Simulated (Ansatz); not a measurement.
**Computed frozen-phonon scan: KF (rock salt)**

KF (rock salt)

```
KF
1.0
    0.00000     5.42078     5.42078
    2.71039     2.71039     5.42078
    2.71039     2.71039     0.00000
F K
2 2
Direct
  0.00000   0.00000   0.00000
  0.50000   0.00000   0.00000
  0.00000   0.50000   0.50000
  0.50000   0.50000   0.50000
```

The atoms are displaced by Q × the pattern below (from a DFPT mode at X = (0.5, 0.5, 0.0), largest move 1; Q in Å), at fixed cell. It is one choice among 2 degenerate patterns. (q is in reciprocal vectors of the primitive cell; the cell shown is doubled to hold the pattern.)

```csv
atom,x,y,z
F1,0.000,-1.000,0.000
F2,0.000,1.000,0.000
K3,0.000,-0.436,0.000
K4,0.000,0.436,0.000
```

All values below come from PBE (plane waves to 420 eV, PAW, scalar-relativistic; Ansatz, a quantum-chemistry and plane-wave program). k mesh 11×11×11 (Γ-centred), Fermi-Dirac smearing 0.05 eV. The energy includes the smearing's −TS. Compression counts positive. KF was relaxed with its symmetry unable to fall. ΔE is measured from the undisplaced structure.

```csv
Q (Å),ΔE (meV/cell),P (GPa),−dE/dQ from forces (eV/Å)
-0.100,30.1,0.28,0.629
-0.083,20.7,0.20,0.511
-0.067,13.1,0.13,0.400
-0.050,7.3,0.07,0.295
-0.033,3.2,0.03,0.194
-0.017,0.8,0.01,0.096
0.000,0.0,0.00,0.000
0.017,0.8,0.01,-0.096
0.033,3.2,0.03,-0.194
0.050,7.3,0.07,-0.295
0.067,13.1,0.13,-0.400
0.083,20.7,0.20,-0.511
0.100,30.1,0.28,-0.629
```

Derived quantities:

The energy at Q = 0.100 Å comes out as 30.1 meV/cell. Space group of the distorted cell: Cmcm (No. 63), lowered from Fm-3m. Symmetry of the curve: even: the same for both signs. Shape of the curve: a single well with its minimum at or next to zero displacement. Harmonic wavenumber from the curvature (finite differences): 172 cm⁻¹. Wavenumber by perturbation theory (DFPT, on another k mesh): 172 cm⁻¹.

The 13 points together took around 2.6 core-minutes (rough).

(A displaced cell: forces are minus the slopes of the energy, force constants its curvatures, and phonons follow from these.)
